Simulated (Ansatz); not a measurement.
Level of theory: DFT PBE, scalar-relativistic, plane waves, PAW (Ansatz). Settings: cutoff 420 eV, Γ-centred meshes spaced at most about 0.3 Å⁻¹, and about 0.25 Å⁻¹ or finer for metals (2π included), Gaussian smearing. Collinear spin in cells that started with moments and kept them past the coarse steps, no spin elsewhere.

These are static total energies at zero pressure. All come from trial cells, and lower structures may exist.

Problem. Which of these relaxed structures of Zr2Br3Cl is the lowest in energy?
A.

```cif
data_structure
_symmetry_space_group_name_H-M 'P-6m2'
_symmetry_Int_Tables_number 187
_cell_length_a 4.5660
_cell_length_b 4.5660
_cell_length_c 9.5170
_cell_angle_alpha 90.000
_cell_angle_beta 90.000
_cell_angle_gamma 120.000
_cell_volume 171.83
loop_
_atom_site_label
_atom_site_type_symbol
_atom_site_symmetry_multiplicity
_atom_site_Wyckoff_symbol
_atom_site_fract_x
_atom_site_fract_y
_atom_site_fract_z
_atom_site_occupancy
Zr1 Zr 1 c 0.33333 0.66667 0.00000 1
Zr2 Zr 1 f 0.66667 0.33333 0.50000 1
Br1 Br 2 i 0.66667 0.33333 0.78343 1
Br2 Br 1 d 0.33333 0.66667 0.50000 1
Cl1 Cl 1 a 0.00000 0.00000 0.00000 1
```

B.

```cif
data_structure
_symmetry_space_group_name_H-M 'P6/mmm'
_symmetry_Int_Tables_number 191
_cell_length_a 6.4737
_cell_length_b 6.4737
_cell_length_c 4.2867
_cell_angle_alpha 90.000
_cell_angle_beta 90.000
_cell_angle_gamma 120.000
_cell_volume 155.58
loop_
_atom_site_label
_atom_site_type_symbol
_atom_site_symmetry_multiplicity
_atom_site_Wyckoff_symbol
_atom_site_fract_x
_atom_site_fract_y
_atom_site_fract_z
_atom_site_occupancy
Zr1 Zr 2 c 0.33333 0.66667 0.00000 1
Br1 Br 3 g 0.50000 0.00000 0.50000 1
Cl1 Cl 1 a 0.00000 0.00000 0.00000 1
```

C.

```cif
data_structure
_symmetry_space_group_name_H-M 'P-4m2'
_symmetry_Int_Tables_number 115
_cell_length_a 4.8441
_cell_length_b 4.8441
_cell_length_c 6.7570
_cell_angle_alpha 90.000
_cell_angle_beta 90.000
_cell_angle_gamma 90.000
_cell_volume 158.56
loop_
_atom_site_label
_atom_site_type_symbol
_atom_site_symmetry_multiplicity
_atom_site_Wyckoff_symbol
_atom_site_fract_x
_atom_site_fract_y
_atom_site_fract_z
_atom_site_occupancy
Zr1 Zr 2 g 0.50000 0.00000 0.79303 1
Br1 Br 2 g 0.50000 0.00000 0.40292 1
Br2 Br 1 a 0.00000 0.00000 0.00000 1
Cl1 Cl 1 b 0.50000 0.50000 0.00000 1
```

D.

```cif
data_structure
_symmetry_space_group_name_H-M 'Cmmm'
_symmetry_Int_Tables_number 65
_cell_length_a 5.9710
_cell_length_b 11.0035
_cell_length_c 4.6795
_cell_angle_alpha 90.000
_cell_angle_beta 90.000
_cell_angle_gamma 90.000
_cell_volume 307.45
loop_
_atom_site_label
_atom_site_type_symbol
_atom_site_symmetry_multiplicity
_atom_site_Wyckoff_symbol
_atom_site_fract_x
_atom_site_fract_y
_atom_site_fract_z
_atom_site_occupancy
Zr1 Zr 4 f 0.75000 0.25000 0.50000 1
Br1 Br 4 i 0.00000 0.30632 0.00000 1
Br2 Br 2 c 0.50000 0.00000 0.50000 1
Cl1 Cl 2 a 0.00000 0.00000 0.00000 1
```

Solution. A. It has space group P-6m2 (No. 187); the next, C, with space group P-4m2 (No. 115), lies 43 meV/atom higher. Largest moments: A 1.1 μB, C 1.1 μB, B 0.9 μB, D no spin. Counting Br or Cl atoms around Zr (for each partner element, those within 1.25 times its shortest distance or 1.15 times the sum of covalent radii, where it is the nearest in units of that sum or under 1.3; a plus sign parts groups by distance over the sum of covalent radii; a slash parts the counts of unlike sites), the lowest has Zr 5/3+6 and the next has Zr 5.

The magnetic state reached may not be the lowest. Cells relaxed within their symmetry can be saddle points. Some candidate types were left out of the draw beforehand, so a known form may be missing.
